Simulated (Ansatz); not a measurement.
NbN in space group P6/mmm (No. 191; N on 3f, Nb on 1a, Nb on 2d), DFT-PBE in the program Ansatz with PAW potentials, all energies at zero smearing, with the estimated change up to a 700 eV cutoff added, with one set of potentials and settings (totals compare only within such a set). Cell of 6 atoms (3 N, 3 Nb): -14813.296 eV.

| element | reference phase | E (eV/atom) |
|---|---|---|
| N | Pa-3, 8 atoms in the cell | -384.0325 |
| Nb | Im-3m, 1 atoms in the cell | -4552.2836 |

Formation energy per atom, worked out: (-14813.296 − 3×(-384.0325) − 3×(-4552.2836))/6 = -0.725 eV/atom (-70 kJ per mol of atoms), at 0 K, without zero-point energy or fitted corrections.

A made-up cell: these elements were put on the sites of a structure type; neither database checked (COD, Materials Project) lists it. It is not the phase usual at ambient conditions (space group No. 225). Symmetry was held in the PBE relaxation; whether a distortion lowers the energy is not shown. No spin polarisation was allowed. The references are the lowest solids computed at this level, not always the standard phases (solids in place of the gases).

Potentials: the later of the program's two PAW sets.
